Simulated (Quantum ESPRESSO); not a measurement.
## Si6GeGa (input and log of a self-consistent run)

Computed values, not a measurement. The program is pw.x of Quantum ESPRESSO 7.5 (plane-wave density functional theory). The cell is made up: 8 atoms on a zincblende/diamond lattice, with randomly drawn elements, strain and displacements, not relaxed. PseudoDojo standard norm-conserving files (v0.5 for PBE, v0.4.1 for LDA and PBEsol) set the functional; there is no spin polarisation, spin-orbit coupling or dispersion term, and the masses in the input are unused placeholders. A spin-polarised start on this cell or one of its family kept no moment.

Input:

```
&control calculation='scf', pseudo_dir='./dojo.nc.sr.pbe.v0_5.standard.upf', outdir='./o', disk_io='medium', tprnfor=.true., tstress=.true. /
&system ibrav=0, nat=8, ntyp=3, nbnd=36, ecutwfc=79.96652505, nosym=.true., tot_charge=0,
 occupations='smearing', smearing='fd', degauss=0.0073498644
/
&electrons conv_thr=7.350e-09, electron_maxstep=60, /
ATOMIC_SPECIES
Ga 1.0 Ga.upf
Ge 1.0 Ge.upf
Si 1.0 Si.upf
CELL_PARAMETERS angstrom
5.3075 -0.0654 0.0111
-0.0654 5.3482 0.073
0.0111 0.073 5.2891
ATOMIC_POSITIONS angstrom
Si -0.0871 -0.0348 0.0254
Ge -0.0463 2.6854 2.7088
Si 2.7276 -0.0292 2.6225
Si 2.5997 2.6421 0.0413
Si 1.38 1.3617 1.3915
Si 1.3036 4.0194 3.9602
Ga 3.9575 1.2542 3.9871
Si 3.9249 3.9975 1.3455
K_POINTS automatic
6 6 6 1 1 1
```

The log is shortened where brackets say so; the opening notice, blank lines, dates and the lines on written files are dropped, and the path of the files is cut. It prints rydbergs, bohrs and kilobars, and counts compression as positive stress.

```
     Program PWSCF v.7.5
     Parallel version (MPI & OpenMP), running on       1 processor cores
     Number of MPI processes:                 1
     Threads/MPI process:                     1
     [start-up lines left out]
     bravais-lattice index     =            0
     lattice parameter (alat)  =      10.0305  a.u.
     unit-cell volume          =    1012.8066 (a.u.)^3
     number of atoms/cell      =            8
     number of atomic types    =            3
     number of electrons       =        51.00
     number of Kohn-Sham states=           36
     kinetic-energy cutoff     =      79.9665  Ry
     charge density cutoff     =     319.8661  Ry
     scf convergence threshold =      7.3E-09
     mixing beta               =       0.7000
     number of iterations used =            8  plain     mixing
     Exchange-correlation= PBE
                           (   1   4   3   4   0   0   0)
     [axes and pseudopotential details left out]
   Cartesian axes
     site n.     atom                  positions (alat units)
         1        Si     tau(   1) = (  -0.0164095  -0.0065562   0.0047853  )
         2        Ge     tau(   2) = (  -0.0087228   0.5059237   0.5103323  )
         3        Si     tau(   3) = (   0.5138741  -0.0055012   0.4940735  )
         4        Si     tau(   4) = (   0.4897780   0.4977661   0.0077808  )
         5        Si     tau(   5) = (   0.2599891   0.2565414   0.2621557  )
         6        Si     tau(   6) = (   0.2455955   0.7572466   0.7460934  )
         7        Ga     tau(   7) = (   0.7455847   0.2362887   0.7511613  )
         8        Si     tau(   8) = (   0.7394430   0.7531206   0.2534894  )
     number of k points=   108  Fermi-Dirac smearing, width (Ry)=  0.0073
     Number of k-points >= 100: set verbosity='high' to print them.
     Dense  grid:    97855 G-vectors     FFT dimensions: (  60,  60,  60)
     Estimated max dynamical RAM per process >     126.58 MB
     Initial potential from superposition of free atoms
     starting charge      50.9928, renormalised to      51.0000
     Starting wfcs are   42 randomized atomic wfcs
     total cpu time spent up to now is       29.5 secs
     per-process dynamical memory:   103.1 Mb
     Self-consistent Calculation
     iteration #  1     ecut=    79.97 Ry     beta= 0.70
     Davidson diagonalization with overlap
     ethr =  1.00E-02,  avg # of iterations =  5.2
     Threshold (ethr) on eigenvalues was too large:
     Diagonalizing with lowered threshold
     Davidson diagonalization with overlap
     ethr =  3.71E-04,  avg # of iterations =  4.8
     total cpu time spent up to now is      254.0 secs
     total energy              =    -382.20565293 Ry
     estimated scf accuracy    <       0.20801602 Ry
     iteration #  2     ecut=    79.97 Ry     beta= 0.70
     Davidson diagonalization with overlap
     ethr =  4.08E-04,  avg # of iterations =  2.0
     total cpu time spent up to now is      333.4 secs
     total energy              =    -382.21607793 Ry
     estimated scf accuracy    <       0.02077606 Ry
     iteration #  3     ecut=    79.97 Ry     beta= 0.70
     Davidson diagonalization with overlap
     ethr =  4.07E-05,  avg # of iterations =  7.5
     total cpu time spent up to now is      458.4 secs
     total energy              =    -382.21925914 Ry
     estimated scf accuracy    <       0.01727754 Ry
     iteration #  4     ecut=    79.97 Ry     beta= 0.70
     Davidson diagonalization with overlap
     ethr =  3.39E-05,  avg # of iterations =  2.2
     total cpu time spent up to now is      549.7 secs
     total energy              =    -382.22309750 Ry
     estimated scf accuracy    <       0.00051275 Ry
     iteration #  5     ecut=    79.97 Ry     beta= 0.70
     Davidson diagonalization with overlap
     c_bands:  1 eigenvalues not converged
     c_bands:  1 eigenvalues not converged
     c_bands:  1 eigenvalues not converged
     c_bands:  1 eigenvalues not converged
     ethr =  1.01E-06,  avg # of iterations =  9.4
     total cpu time spent up to now is      687.9 secs
     total energy              =    -382.22322309 Ry
     estimated scf accuracy    <       0.00007171 Ry
     iteration #  6     ecut=    79.97 Ry     beta= 0.70
     Davidson diagonalization with overlap
     ethr =  1.41E-07,  avg # of iterations =  2.1
     total cpu time spent up to now is      763.1 secs
     total energy              =    -382.22323984 Ry
     estimated scf accuracy    <       0.00001317 Ry
     iteration #  7     ecut=    79.97 Ry     beta= 0.70
     Davidson diagonalization with overlap
     ethr =  2.58E-08,  avg # of iterations =  2.0
     total cpu time spent up to now is      840.8 secs
     total energy              =    -382.22324297 Ry
     estimated scf accuracy    <       0.00000038 Ry
     iteration #  8     ecut=    79.97 Ry     beta= 0.70
     Davidson diagonalization with overlap
     ethr =  7.51E-10,  avg # of iterations =  3.5
     total cpu time spent up to now is      956.1 secs
     total energy              =    -382.22324311 Ry
     estimated scf accuracy    <       0.00000005 Ry
     iteration #  9     ecut=    79.97 Ry     beta= 0.70
     Davidson diagonalization with overlap
     ethr =  9.35E-11,  avg # of iterations =  2.3
     total cpu time spent up to now is     1052.5 secs
     total energy              =    -382.22324313 Ry
     estimated scf accuracy    <          9.5E-09 Ry
     iteration # 10     ecut=    79.97 Ry     beta= 0.70
     Davidson diagonalization with overlap
     ethr =  1.85E-11,  avg # of iterations =  2.1
     total cpu time spent up to now is     1144.8 secs
     End of self-consistent calculation
     Number of k-points >= 100: set verbosity='high' to print the bands.
     the Fermi energy is     7.5781 ev
!    total energy              =    -382.22324313 Ry
     estimated scf accuracy    <          1.7E-09 Ry
     smearing contrib. (-TS)   =      -0.00663036 Ry
     internal energy E=F+TS    =    -382.21661277 Ry
     The total energy is F=E-TS. E is the sum of the following terms:
     one-electron contribution =    -211.79714913 Ry
     hartree contribution      =     138.48390838 Ry
     xc contribution           =    -104.42405683 Ry
     ewald contribution        =    -204.47931519 Ry
     convergence has been achieved in  10 iterations
     Forces acting on atoms (cartesian axes, Ry/au):
     atom    1 type  3   force =     0.11714380    0.02637604   -0.02363259
     atom    2 type  2   force =     0.00859208    0.01194364   -0.03808699
     atom    3 type  3   force =    -0.02980284   -0.00870421   -0.01899203
     atom    4 type  3   force =     0.01975328    0.00903792   -0.02488517
     atom    5 type  3   force =    -0.04356610   -0.04174817   -0.01424533
     atom    6 type  3   force =    -0.01394586    0.03197988    0.05024551
     atom    7 type  1   force =    -0.02749666    0.02532951    0.03592518
     atom    8 type  3   force =    -0.03067770   -0.05421461    0.03367140
     Total force =     0.185332     Total SCF correction =     0.000221
     Computing stress (Cartesian axis) and pressure
          total   stress  (Ry/bohr**3)                   (kbar)     P=      137.41
   0.00088906   0.00032084  -0.00006367          130.78       47.20       -9.37
   0.00032084   0.00094996  -0.00032304           47.20      139.74      -47.52
  -0.00006367  -0.00032304   0.00096325           -9.37      -47.52      141.70
     init_run     :     28.79s CPU     29.38s WALL (       1 calls)
     electrons    :   1077.13s CPU   1115.30s WALL (       1 calls)
     forces       :     19.78s CPU     20.03s WALL (       1 calls)
     stress       :     65.53s CPU     65.74s WALL (       1 calls)
     [timing details left out]
     PWSCF        :  19m51.75s CPU  20m31.73s WALL
     JOB DONE.
```

In other units: free energy -5200.412 eV for the cell, pressure 13.74 GPa, largest force component 3.012 eV/Å. A rerun of a related cell, with the same atoms placed differently, at 1377 eV and a 8 x 8 x 8 mesh moved values by no more than 0.017 eV in energy, 0.12 GPa in stress and 0.013 eV/Å in force.